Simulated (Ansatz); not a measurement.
Relaxing a structure of TiC

The start is a generated cell, TiC built in the TiAs structure type. Cell shape, volume and atoms are optimised at zero target pressure with r2SCAN (plane waves to 500 eV, PAW, scalar-relativistic; Ansatz, a program for electronic structure). The first steps use a 12×12×3 k-mesh.

Input geometry:
```
CELL_PARAMETERS angstrom
      3.20494     0.00000     0.00000
     -1.60247     2.77556     0.00000
      0.00000     0.00000    10.81228
ATOMIC_POSITIONS crystal
  Ti 0.33333 0.66667 0.12500
  Ti 0.66667 0.33333 0.62500
  Ti 0.66667 0.33333 0.87500
  Ti 0.33333 0.66667 0.37500
  C  0.00000 0.00000 0.00000
  C  0.00000 0.00000 0.50000
  C  0.33333 0.66667 0.75000
  C  0.66667 0.33333 0.25000
```

**Question.** What pressure does the first self-consistent step give?

**Answer.** -25.8 GPa (negative: the cell is under tension).

**Question.** Which atoms feel the largest initial force, and how large is it?

**Answer.** 1.79 eV/Å, on Ti1, Ti2, Ti3, Ti4 (atoms numbered as listed).

**Question.** How much energy is released per atom?

**Answer.** 0.17 eV/atom.

**Question.** How does the volume per atom move from start to end?

**Answer.** -13.1 %, from 12.02 to 10.45 Å³/atom.

**Question.** What band gap does the relaxed structure have at this level?

**Answer.** Zero (metallic).

**Question.** Give the final cell and atomic positions.

**Answer.** 
Space group P6₃/mmc (No. 194); a = b = 3.045 Å, c = 10.412 Å, α = β = 90.00°, γ = 120.00°

```
atom  site  symmetry       x       y       z
----  ----  --------  ------  ------  ------
Ti      4f       3m.  0.6667  0.3333  0.1196
C       2a      -3m.  0.0000  0.0000  0.0000
C       2c      -6m2  0.3333  0.6667  0.2500
```

The space group stays P6₃/mmc (No. 194) (the run could not lower it); the end is AFLOW prototype AB_hP8_194_ad_f (B_i, as in TiAs), with 8 atoms in the primitive cell. Final values are on a 18×18×5 k-mesh of the relaxed cell. No spin polarisation in the result.

The run could not lose the symmetry of its start, so the end can be a saddle point.

The relaxed structure here is a generated cell of TiC: the first start was made by placing the elements on the sites of a structure type, and the end was not matched to a known phase here, so it may be hypothetical. Known forms of TiC include space group No. 225.
